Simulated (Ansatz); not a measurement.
Here is the system:

ZnS:
```yaml
crystal:
  lattice:
    - [-1.78244, 1.78244, 2.52017]
    - [1.78244, -1.78244, 2.52017]
    - [1.78244, 1.78244, -2.52017]
  atoms:
    - { symbol: Zn, position: [0.00000, 0.00000, 0.00000] }
    - { symbol: S, position: [0.50000, 0.50000, 0.00000] }
```

This is the r²SCAN+D4-relaxed structure.

### Question
All from plane-wave PAW r²SCAN+D4 (Ansatz code), unless another level is named. Predict the electron effective mass.

### Answer
0.16, 0.16, 0.46 mₑ (principal values).

### Question
Predict the formation energy from the elements (no fitted shifts).

### Answer
-0.70 eV/atom.

### Question
Next, the band gap?

### Answer
0.13 eV (indirect).

### Question
What about the HSE06 gap on the r²SCAN+D4 cell?

### Answer
0.73 eV.

### Question
What about the weight of the valence-edge state by species (Voronoi cells)?

### Answer
S 83 %, Zn 17 %.

Space group Fm-3m (rock salt). This is a known high-pressure phase of the composition, computed here at zero pressure and temperature. The r²SCAN+D4 relaxation kept the symmetry of its start; whether a distortion lowers the energy is not shown. The references are the lowest solids computed at this level, not always the standard phases.

Potentials: the earlier of the program's two PAW sets.
